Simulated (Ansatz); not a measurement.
A geometry of La away from equilibrium: step 2 of the relaxation of a relaxed La cell displaced along its unstable phonon at q = (½, ½, 0) of its primitive reciprocal cell (49i cm⁻¹), largest move 0.15 Å. Level of theory: PBE (plane waves to 420 eV, PAW, scalar-relativistic; Ansatz, a first-principles code). Γ-centred k-mesh 11×11×11 on the run's cell (coarser than for final values), Fermi–Dirac smearing 0.05 eV.

```xyz
2
Lattice="-4.4297 4.4297 3.7583 0.0000 0.0000 3.7583 2.2344 2.2344 -1.8792" Properties=species:S:1:pos:R:3:forces:R:3 pbc="T T T" free_energy=-12500.512 pressure_GPa=0.0
La    -0.1819    -0.1819     0.0000   -0.1152   -0.1152    0.0000
La    -2.0329     2.3968     1.8792    0.1152    0.1152    0.0000
```

Positions in Å, forces in eV/Å, free energy of the cell in eV (comparable only within this code, potentials and settings). Largest force: 0.16 eV/Å, on La1, La2 (atoms numbered as listed); the geometry lies 0.03 eV/atom above the end of its relaxation.

No spin polarisation in the result.

The run could not lose the symmetry of its start.

Of the parent cell (I4/mmm (No. 139)): it is a generated cell of La: the first start was made by placing the elements on the sites of a structure type, and the end was not matched to a known phase here, so it may be hypothetical. Known forms of La include space group No. 194.
